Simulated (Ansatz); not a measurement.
Consider the following.

YPt3:
```xyz
4
Lattice="-2.0354 2.0354 4.2280 2.0354 -2.0354 4.2280 2.0354 2.0354 -4.2280" Properties=species:S:1:pos:R:3 pbc="T T T"
Pt     0.0000     0.0000     4.2280
Pt     0.0000     2.0354     2.1140
Pt     2.0354     0.0000     2.1140
Y      0.0000     0.0000     0.0000
```

This is the r²SCAN-relaxed structure.

Question: All from r²SCAN (plane waves, PAW; program Ansatz), unless another level is named. Predict the density of states at the Fermi level.

Answer: 1.1 states/eV per atom (mean over ±0.08 eV).

Question: Next, the formation energy from the elements (no fitted shifts)?

Answer: -0.92 eV/atom.

Space group I4/mmm. The cell is a constructed one: a structure type filled with these elements; neither database checked (COD, Materials Project) lists it. COD files the formula under space group No. 221. Whether it is the stable phase at ambient conditions was not checked. The r²SCAN relaxation kept the symmetry of its start; its stability against distortions is not shown here. The run is not spin-polarised. The references are the lowest solids computed at this level, not always the standard phases. Spin–orbit coupling is left out wherever it is not named.

Potentials: the earlier of the program's two PAW sets.
